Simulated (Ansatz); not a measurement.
**HO2, a known structure type with other elements, at an estimated volume**

```
CELL_PARAMETERS angstrom
1.12019 1.94023 0.00000
-1.12019 1.94023 0.00000
0.00000 0.00000 8.83217
ATOMIC_POSITIONS crystal
H 0.33333 0.33333 0.25000
H 0.66667 0.66667 0.75000
O 0.33333 0.33333 0.62100
O 0.66667 0.66667 0.12100
O 0.33333 0.33333 0.87900
O 0.66667 0.66667 0.37900
```

The numbers come from plane-wave PAW DFT (Ansatz): r2SCAN, no spin polarisation, 500 eV, 17×17×4 Γ-centred k points, fermi-dirac occupations (width 0.1 eV). Nothing was relaxed.

Task: Is the cell too large or too small?

Result: The pressure is -6.5 GPa (compression positive), so with the atoms held at these fractions the cell would first shrink; the forces are large, so a full relaxation may end otherwise.

Task: What happens at the Fermi level?

Result: It is a metal, with about 6 states/eV a cell as the mean within 0.25 eV of the Fermi level, mostly O p (99 %).

Task: Is it stable against the elements?

Result: 1.87 eV an atom against the elements' usual phases (free molecules for gases, crystals otherwise, with no correction for O₂ or N₂), so at this geometry it isn't bound against them. Relaxing would lower it.

Task: Which atom feels the largest force, and which way?

Result: The largest is on O6 (and as large on other atoms): 0.91 eV/Å, components (0.00, 0.00, -0.91). It makes 49° with the line to a nearest neighbour, H1 at 1.72 Å.

Origin: a known structure type with other elements, at an estimated volume, so it need not be a known compound. Caveats: many states at the Fermi level without spin polarisation, so a magnetic state may lie lower.
